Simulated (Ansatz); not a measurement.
Input:

LiC$_{6}$:
```
LiC6
1.0
    4.30917     0.00000     0.00000
   -2.15459     3.73185     0.00000
    0.00000     0.00000     3.65637
Li C
1 6
Cartesian
  0.00000   0.00000   0.00000
 -0.71879   1.24498   1.82819
 -1.43580   2.48688   1.82819
  2.87160   0.00000   1.82819
  1.43758   0.00000   1.82819
  1.43580   2.48688   1.82819
  0.71879   1.24498   1.82819
```

This is the PBEsol-relaxed structure.

All from DFT-PBEsol in the program Ansatz with PAW potentials, unless another level is named. Predict the electronic character.

metallic (no gap).

Give the formation energy from the elements (no fitted shifts).

-0.036 eV/atom.

Next, the density of states at the Fermi level?

0.16 states/eV per atom (mean over ±0.08 eV).

Space group P6/mmm. The workflow started from a Materials Project entry (that database holds measured and hypothetical structures alike); the Crystallography Open Database copy checked does not list it. Whether it is the stable phase at ambient conditions was not checked. The PBEsol relaxation kept the symmetry of its start; its stability against distortions is not shown here. The references are the lowest solids computed at this level, not always the standard phases.

Potentials: the earlier of the program's two PAW sets. The files were generated under PBE; for other functionals the program regenerates the frozen cores, and for LDA and PBEsol the local potential too.
